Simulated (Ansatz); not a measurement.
input.yaml

```yaml
crystal:
  lattice:
    - [4.7336836548, 0.0, 0.0]
    - [-2.3668418274, 4.0994902986, 0.0]
    - [0.0, 0.0, 15.39209669]
  atoms:
    - { symbol: Ti, position: [0.0, 0.0, 0.90569103], spin: -0.72 }
    - { symbol: Ti, position: [0.0, 0.0, 0.09430897], spin: -0.72 }
    - { symbol: Ti, position: [0.0, 0.0, 0.40569103], spin: -0.72 }
    - { symbol: Ti, position: [0.0, 0.0, 0.59430897], spin: -0.72 }
    - { symbol: Ti, position: [0.66666667, 0.33333333, 0.15527376], spin: -0.89 }
    - { symbol: Ti, position: [0.33333333, 0.66666667, 0.84472624], spin: -0.89 }
    - { symbol: Ti, position: [0.33333333, 0.66666667, 0.65527376], spin: -0.89 }
    - { symbol: Ti, position: [0.66666667, 0.33333333, 0.34472624], spin: -0.89 }
    - { symbol: Co, position: [0.66666667, 0.33333333, 0.87454755], spin: 1.81 }
    - { symbol: Co, position: [0.33333333, 0.66666667, 0.12545245], spin: 1.81 }
    - { symbol: Co, position: [0.33333333, 0.66666667, 0.37454755], spin: 1.81 }
    - { symbol: Co, position: [0.66666667, 0.33333333, 0.62545245], spin: 1.81 }
    - { symbol: Co, position: [0.5, 0.0, 0.0], spin: 1.71 }
    - { symbol: Co, position: [0.0, 0.5, 0.0], spin: 1.71 }
    - { symbol: Co, position: [0.5, 0.5, 0.0], spin: 1.71 }
    - { symbol: Co, position: [0.5, 0.0, 0.5], spin: 1.71 }
    - { symbol: Co, position: [0.0, 0.5, 0.5], spin: 1.71 }
    - { symbol: Co, position: [0.5, 0.5, 0.5], spin: 1.71 }
    - { symbol: Co, position: [0.83600364, 0.67200728, 0.75], spin: 1.72 }
    - { symbol: Co, position: [0.32799272, 0.16399636, 0.75], spin: 1.72 }
    - { symbol: Co, position: [0.83600364, 0.16399636, 0.75], spin: 1.72 }
    - { symbol: Co, position: [0.16399636, 0.32799272, 0.25], spin: 1.72 }
    - { symbol: Co, position: [0.67200728, 0.83600364, 0.25], spin: 1.72 }
    - { symbol: Co, position: [0.16399636, 0.83600364, 0.25], spin: 1.72 }
basis:
  ecutwfc: 500
kpoints:
  mp_grid: { grid: [12, 12, 4] }
hamiltonian:
  xc: r2scan
scf:
  occupations: { method: gaussian, width: 0.1 }
output:
  forces: true
  stress: true
  eigenvalues: true
  populations: true
magnetization:
  spin_polarized: true
relax:
  adjacent_minimum: "off"
  f_tol: 0.005
  max_steps: 80
  cell: { stress_tol: 0.05 }
```

Command:
```bash
ansatz run input.yaml --threads 4 --pin off --max-ram 10240MiB --backend cpu --events-out ev --progress --plain --runs-dir out
```

All numbers below come from Ansatz, DFT r2SCAN, scalar-relativistic, plane waves, PAW.

Abridged output (final results; tables in files aren't shown):

```
SCF 4 converged in 14 iterations: F = -102145.369390 eV  dr2 = 1.74e-10
SCF converged after 14 iterations
Stability not checked: this state was not tested for a lower state beside it, because the mixer in use, unlike msr1, does not test its closes by its own steps (another_mixer; see scf.mixing.algorithm and scf.lower_state_search)
Magnetization: 15.9747 μB (191.9873 up, 176.0127 down)
Absolute magnetization: 34.7130 μB (∫|ρ↑−ρ↓|, with the PAW one-centre terms)
Spin contamination: 5.4805 ħ² per cell (⟨S²⟩ above its minimum at these occupations)
Per-site moments (μB) at R_I (Å): [(-0.65065087, 1.13478707), (-0.65065087, 1.13478707), (-0.65065087, 1.13478707), (-0.65065087, 1.13478707), (-0.80707708, 1.13696892), (-0.80707708, 1.13696892), (-0.80707708, 1.13696892), (-0.80707708, 1.13696892), (1.63686634, 0.97615351), (1.63686634, 0.97615351), (1.63686634, 0.97615351), (1.63686634, 0.97615351), (1.56014041, 0.97605363), (1.56014041, 0.97605363), (1.56014041, 0.97605363), (1.56014041, 0.97605363), (1.56014041, 0.97605363), (1.56014041, 0.97605363), (1.55480540, 0.96039221), (1.55480540, 0.96039221), (1.55480540, 0.96039221), (1.55480540, 0.96039221), (1.55480540, 0.96039221), (1.55480540, 0.96039221)]
Free energy (F): -102145.369390 eV
Harris-Foulkes:  -102145.369390 eV  (|F-HF|=1.46e-10)
Internal energy: -102145.257096 eV  (E = F + TS)
E sigma→0 (E₀):  -102145.313243 eV
Entropy (-TS):   -0.112294 eV (-4.679 meV/atom)
Fermi energy:    17.402981 eV
--- Per-component energies (eV) ---
  E_band       = -5745.857713
  E_kinetic    = 9478.726807
  E_local      = -57189.744344  (includes V_loc(G=0)·N_el)
  E_nonlocal   = 7310.102698
  E_hartree    = 24320.470450
  E_xc         = -3283.465132
  E_vxc        = -4769.530188  (∫ρ·V_xc dr)
  E_paw        = -32813.272470  (= ΣΔE_a)
  E_vpaw       = -9527.862345  (= ΣTr[D̂ρ^β])
  E_aug_tail   = 0.001306  (compensation charges beyond the density's cutoff)
  E_vtau       = 311.510505  (kinetic-family band-sum trace: ∫τ·v_τ [+ j·A + Jᵃ·Aᵃ] dr)
  E_ewald      = -49961.325455
  E_core_change = -6.750957  (= ΣΔE_core)
  E_smearing   = -0.112294  (= −TS)
--- Forces (eV/Å), atoms counted from 1 ---
  atom   1  Ti     0.00000000     0.00000000     0.00080486
  atom   2  Ti     0.00000000     0.00000000    -0.00080486
  atom   3  Ti     0.00000000     0.00000000     0.00080486
  atom   4  Ti     0.00000000     0.00000000    -0.00080486
  atom   5  Ti     0.00000000     0.00000000    -0.00009234
  atom   6  Ti     0.00000000     0.00000000     0.00009234
  atom   7  Ti     0.00000000     0.00000000    -0.00009234
  atom   8  Ti     0.00000000     0.00000000     0.00009234
  atom   9  Co     0.00000000     0.00000000     0.00095026
  atom  10  Co     0.00000000     0.00000000    -0.00095026
  atom  11  Co     0.00000000     0.00000000     0.00095026
  atom  12  Co     0.00000000     0.00000000    -0.00095026
  atom  13  Co     0.00000000     0.00000000     0.00000000
  atom  14  Co     0.00000000     0.00000000     0.00000000
  atom  15  Co     0.00000000     0.00000000     0.00000000
  atom  16  Co     0.00000000     0.00000000     0.00000000
  atom  17  Co     0.00000000     0.00000000     0.00000000
  atom  18  Co     0.00000000     0.00000000     0.00000000
  atom  19  Co     0.00000000    -0.00015745     0.00000000
  atom  20  Co     0.00013636     0.00007873     0.00000000
  atom  21  Co    -0.00013636     0.00007873     0.00000000
  atom  22  Co     0.00000000     0.00015745     0.00000000
  atom  23  Co    -0.00013636    -0.00007873     0.00000000
  atom  24  Co     0.00013636    -0.00007873     0.00000000
--- Stress (GPa, compression-positive) ---
        0.012335       0.000000       0.000000
        0.000000       0.012335       0.000000
        0.000000       0.000000      -0.000730
  P = ⅓ Tr σ = 0.0080 GPa (0.080 kbar)
--- Band table (eV; the first three rows and the last of 114) ---
  k-point 0 ↑: bands = ["-82.9122", "-82.9087", "-82.9024", "-82.8973", "-82.8648", "-82.8626", "-82.8253", "-82.8253", "-82.8253", "-82.8253", "-82.8217", "-82.8211", "-82.7769", "-82.7769", "-82.7769", "-82.7769", "-44.9183", "-44.9060", "-44.8605", "-44.8224", "-44.7872", "-44.7833", "-44.7649", "-44.7649", "-44.7575", "-44.7575", "-44.7427", "-44.7238", "-44.7238", "-44.7237", "-44.7237", "-44.7211", "-44.7211", "-44.7109", "-44.7109", "-44.6679", "-44.6679", "-44.6667", "-44.6575", "-44.6549", "-44.6549", "-44.6266", "-44.6266", "-44.6006", "-44.6006", "-44.5692", "-44.5692", "-44.5678", "-44.5591", "-44.5591", "-44.5579", "-44.5579", "-44.5569", "-44.5212", "-44.4868", "-44.4868", "-44 ...
  k-point 1 ↑: bands = ["-82.9118", "-82.9095", "-82.9014", "-82.8979", "-82.8645", "-82.8629", "-82.8253", "-82.8253", "-82.8253", "-82.8253", "-82.8216", "-82.8212", "-82.7769", "-82.7769", "-82.7769", "-82.7769", "-44.9169", "-44.9085", "-44.8554", "-44.8294", "-44.7857", "-44.7835", "-44.7640", "-44.7640", "-44.7589", "-44.7589", "-44.7347", "-44.7238", "-44.7238", "-44.7238", "-44.7238", "-44.7193", "-44.7193", "-44.7121", "-44.7121", "-44.6898", "-44.6667", "-44.6667", "-44.6580", "-44.6580", "-44.6343", "-44.6221", "-44.6221", "-44.6044", "-44.6044", "-44.5843", "-44.5671", "-44.5671", "-44.5602", "-44.5602", "-44.5579", "-44.5579", "-44.5442", "-44.5239", "-44.4868", "-44.4868", "-44 ...
  k-point 2 ↑: bands = ["-82.9108", "-82.9108", "-82.8995", "-82.8995", "-82.8637", "-82.8637", "-82.8253", "-82.8253", "-82.8253", "-82.8253", "-82.8214", "-82.8214", "-82.7769", "-82.7769", "-82.7769", "-82.7769", "-44.9132", "-44.9132", "-44.8431", "-44.8431", "-44.7842", "-44.7842", "-44.7616", "-44.7616", "-44.7616", "-44.7616", "-44.7238", "-44.7238", "-44.7238", "-44.7238", "-44.7154", "-44.7154", "-44.7154", "-44.7154", "-44.7149", "-44.7149", "-44.6631", "-44.6631", "-44.6631", "-44.6631", "-44.6129", "-44.6129", "-44.6129", "-44.6129", "-44.6082", "-44.6082", "-44.5632", "-44.5632", "-44.5632", "-44.5632", "-44.5579", "-44.5579", "-44.5317", "-44.5317", "-44.4868", "-44.4868", "-44 ...
  k-point 56 ↓: bands = ["-80.3786", "-80.3786", "-80.3778", "-80.3778", "-80.3561", "-80.3561", "-80.3535", "-80.3535", "-80.3476", "-80.3476", "-80.3233", "-80.3233", "-80.3017", "-80.3017", "-80.2930", "-80.2930", "-42.5782", "-42.5782", "-42.5499", "-42.5499", "-42.5088", "-42.5088", "-42.4771", "-42.4771", "-42.3555", "-42.3555", "-42.3497", "-42.3497", "-42.3009", "-42.3009", "-42.2803", "-42.2803", "-42.2657", "-42.2657", "-42.2446", "-42.2446", "-42.2418", "-42.2418", "-42.2309", "-42.2309", "-42.2205", "-42.2205", "-42.2111", "-42.2111", "-42.1944", "-42.1944", "-42.1940", "-42.1940", "-42.1517", "-42.1517", "-42.1458", "-42.1458", "-42.1353", "-42.1353", "-42.1306", "-42.1306", "-4 ...
--- Relaxed structure (3 steps of the walk, 3 accepted, 1 SCFs on fresh bases) ---
  F+E_penalty+E_count = -102145.36938985 eV   max|allowed force component| = 9.503e-4 eV/Å   (the final SCF, on the basis selected at the relaxed cell)
  cell:  # Å, volume = 298.7522 Å³
    - [4.73238124, 0.0, 0.0]
    - [-2.36619062, 4.09836237, 0.0]
    - [0.0, 0.0, 15.40355781]
  atoms:
    - { symbol: Ti, position: [0.0, 0.0, 0.90582331] }
    - { symbol: Ti, position: [0.0, 0.0, 0.09417668] }
    - { symbol: Ti, position: [0.0, 0.0, 0.40582331] }
    - { symbol: Ti, position: [0.0, 0.0, 0.59417668] }
    - { symbol: Ti, position: [0.66666666, 0.33333333, 0.15541325] }
    - { symbol: Ti, position: [0.33333333, 0.66666666, 0.84458674] }
    - { symbol: Ti, position: [0.33333333, 0.66666666, 0.65541325] }
    - { symbol: Ti, position: [0.66666666, 0.33333333, 0.34458674] }
    - { symbol: Co, position: [0.66666666, 0.33333333, 0.87455605] }
    - { symbol: Co, position: [0.33333333, 0.66666666, 0.12544394] }
    - { symbol: Co, position: [0.33333333, 0.66666666, 0.37455605] }
    - { symbol: Co, position: [0.66666666, 0.33333333, 0.62544394] }
    - { symbol: Co, position: [0.5, 0.0, 0.0] }
    - { symbol: Co, position: [0.0, 0.5, 0.0] }
    - { symbol: Co, position: [0.5, 0.5, 0.0] }
    - { symbol: Co, position: [0.5, 0.0, 0.49999999] }
    - { symbol: Co, position: [0.0, 0.5, 0.49999999] }
    - { symbol: Co, position: [0.5, 0.5, 0.49999999] }
    - { symbol: Co, position: [0.83600760, 0.67201521, 0.74999999] }
    - { symbol: Co, position: [0.32798478, 0.16399239, 0.74999999] }
    - { symbol: Co, position: [0.83600760, 0.16399239, 0.74999999] }
    - { symbol: Co, position: [0.16399239, 0.32798478, 0.24999999] }
    - { symbol: Co, position: [0.67201521, 0.83600760, 0.24999999] }
    - { symbol: Co, position: [0.16399239, 0.83600760, 0.24999999] }
--- Löwdin populations: 24 sites ---
  site symbol q [e]    m [muB]
     0     Ti     11.8202    -0.8426
     1     Ti     11.8202    -0.8426
     2     Ti     11.8202    -0.8426
     3     Ti     11.8202    -0.8426
     4     Ti     11.8296    -1.0252
     5     Ti     11.8296    -1.0252
     6     Ti     11.8296    -1.0252
     7     Ti     11.8296    -1.0252
     8     Co     16.7708     1.6291
     9     Co     16.7708     1.6291
    10     Co     16.7708     1.6291
    11     Co     16.7708     1.6291
    12     Co     16.7728     1.5426
    13     Co     16.7728     1.5426
    14     Co     16.7728     1.5426
    15     Co     16.7728     1.5426
    16     Co     16.7728     1.5426
    17     Co     16.7728     1.5426
    18     Co     16.7763     1.5374
    19     Co     16.7763     1.5374
    20     Co     16.7763     1.5374
    21     Co     16.7763     1.5374
    22     Co     16.7763     1.5374
    23     Co     16.7763     1.5374
  spilling = 0.013649 (of n_electrons = 368.000000)
```

The relaxation met its thresholds.

Time: 34 min on 4 threads of Intel(R) Xeon(R) Processor @ 2.70GHz (shared host), peak memory 7.8 GiB.

The state reached may not be the lowest one.